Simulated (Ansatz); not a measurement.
Input:

SrSi2Au2:
```
CELL_PARAMETERS angstrom
     -2.19451     2.19451     5.03456
      2.19451    -2.19451     5.03456
      2.19451     2.19451    -5.03456
ATOMIC_POSITIONS crystal
  Au 0.75000 0.25000 0.50000
  Au 0.25000 0.75000 0.50000
  Sr 0.00000 0.00000 0.00000
  Si 0.38219 0.38219 0.00000
  Si 0.61781 0.61781 0.00000
```

This is the PBEsol-relaxed structure.

Task: All from the program Ansatz at the PBEsol level (PAW), unless another level is named. Give the electronic character.

Result: metallic (no gap).

Task: And the density of states at the Fermi level?

Result: 0.31 states/eV per atom (mean over ±0.08 eV).

Task: Next, the formation energy from the elements (no fitted shifts)?

Result: -0.56 eV/atom.

Task: And the gap with spin–orbit coupling?

Result: none (metallic).

Space group I4/mmm. The workflow started from an entry of the Crystallography Open Database (COD). Its standing as an ambient phase is unchecked. The PBEsol relaxation kept the symmetry of its start; whether a distortion lowers the energy is not shown. The references are the lowest solids computed at this level, not always the standard phases. Spin–orbit coupling is left out wherever it is not named.

Potentials: the later of the program's two PAW sets.
